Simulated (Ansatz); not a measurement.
Rb, fcc: geometry optimisation

Theory: DFT, LDA (PW92), plane waves (420 eV) with PAW, scalar-relativistic in Ansatz 0.2.0. The PAW files were generated under PBE, with cores re-solved for the functional.

k-point mesh 8×8×8, Fermi-Dirac smearing 0.1 eV, no spin polarisation. Cell and atoms relax.

Starting structure:

```yaml
crystal:
  lattice:
    - [0.0, 3.5183295318, 3.5183295318]
    - [3.5183295318, 0.0, 3.5183295318]
    - [3.5183295318, 3.5183295318, 0.0]
  atoms:
    - { symbol: Rb, position: [0.0, 0.0, 0.0] }
hamiltonian:
  xc: lda
  pseudopotentials:
    kind: paw
    azcp:
      Rb: "pseudopotentials/Rb.paw.azcp"
basis:
  ecutwfc: 420
  fft_grid_basis: typed
kpoints:
  mp_grid: { grid: [8, 8, 8], shift: [0, 0, 0] }
magnetization:
  spin_polarized: false
scf:
  occupations: { method: fermi_dirac, width: 0.1 }
relax:
  max_steps: 60
  f_tol: 0.01
  cell: {}
```

Problem. What cell does the relaxation end in?

Solution. Fm-3m with a = 6.794 Å; 78.39 Å³ per atom against 87.10 at the start (-10.0 %).

Problem. How much energy does the relaxation gain?

Solution. 9.4 meV per atom.
